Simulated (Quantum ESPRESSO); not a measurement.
Band energies of TiO$_{2}$

```xyz
9
Lattice="2.9683 0.0000 0.0000 0.0002 4.7076 0.0000 1.4836 0.2424 7.0835" Properties=species:S:1:pos:R:3 pbc="T T T"
O      2.9810     4.0496     6.1824
O      1.4963     3.4426     3.8924
O      2.9805     3.3040     1.3827
O      1.4965     1.6500     5.7107
O      2.9795     1.5110     3.2010
O      1.4967     0.9039     0.9102
Ti     2.9797     2.6162     4.8486
Ti     1.4933     2.3379     2.2455
Ti     0.0111     0.0021     0.0050
```

PBEsol (Quantum ESPRESSO, PseudoDojo norm-conserving, 84 Ry, without SOC); path XΓY,LΓZ,NΓM,RΓ; energies in eV from the valence-band maximum.

| k (1/Å) | point | band 32 | band 33 | band 34 | band 35 | band 36 | band 37 | band 38 | band 39 |
|---|---|---|---|---|---|---|---|---|---|
| 0.00 | X | -1.16 | -1.14 | -0.93 | -0.86 | -0.77 | 2.34 | 2.70 | 2.79 |
| 0.67 | Γ | -0.92 | -0.46 | -0.37 | -0.28 | -0.06 | 2.26 | 2.67 | 2.79 |
| 1.11 | Y | -1.19 | -0.90 | -0.84 | -0.29 | -0.15 | 2.39 | 2.66 | 2.82 |
| 1.11 | L | -1.32 | -0.93 | -0.74 | -0.72 | -0.27 | 2.32 | 2.57 | 2.68 |
| 1.70 |  | -1.04 | -0.59 | -0.53 | -0.46 | -0.09 | 2.31 | 2.70 | 2.74 |
| 1.90 | Γ | -0.92 | -0.46 | -0.37 | -0.28 | -0.06 | 2.26 | 2.67 | 2.79 |
| 2.26 |  | -1.31 | -0.91 | -0.81 | -0.39 | -0.27 | 2.58 | 2.85 | 2.89 |
| 2.81 |  | -1.72 | -1.28 | -1.03 | -0.79 | -0.52 | 2.58 | 2.89 | 3.04 |
| 3.17 | Z | -1.42 | -1.30 | -0.76 | -0.68 | -0.58 | 2.41 | 2.55 | 2.99 |
| 3.17 | N | -1.71 | -1.58 | -1.31 | -1.17 | -1.05 | 2.54 | 2.62 | 3.24 |
| 3.71 |  | -1.71 | -1.34 | -0.94 | -0.48 | -0.43 | 2.60 | 2.79 | 2.96 |
| 4.25 | Γ | -0.92 | -0.46 | -0.37 | -0.28 | -0.06 | 2.26 | 2.67 | 2.79 |
| 4.73 |  | -1.56 | -1.08 | -0.91 | -0.59 | -0.34 | 2.64 | 2.79 | 2.93 |
| 5.20 |  | -1.46 | -1.32 | -1.03 | -0.75 | -0.64 | 2.47 | 2.73 | 3.16 |
| 5.52 | M | -1.42 | -1.30 | -0.76 | -0.68 | -0.58 | 2.41 | 2.55 | 2.99 |
| 5.52 | R | -1.71 | -1.58 | -1.31 | -1.17 | -1.05 | 2.54 | 2.62 | 3.24 |
| 6.06 |  | -1.72 | -1.34 | -0.94 | -0.48 | -0.43 | 2.60 | 2.79 | 2.96 |
| 6.60 | Γ | -0.92 | -0.46 | -0.37 | -0.28 | -0.06 | 2.26 | 2.67 | 2.79 |

The PBEsol gap is indirect, 2.26 eV, from 50 % of the way from Γ to Y to Γ; the smallest direct gap is 2.32 eV.

Geometry of the Materials Project entry, not relaxed at this level.

This is not the ordinary phase of the substance; no match was found in the copy of COD used, and its stability was not checked.
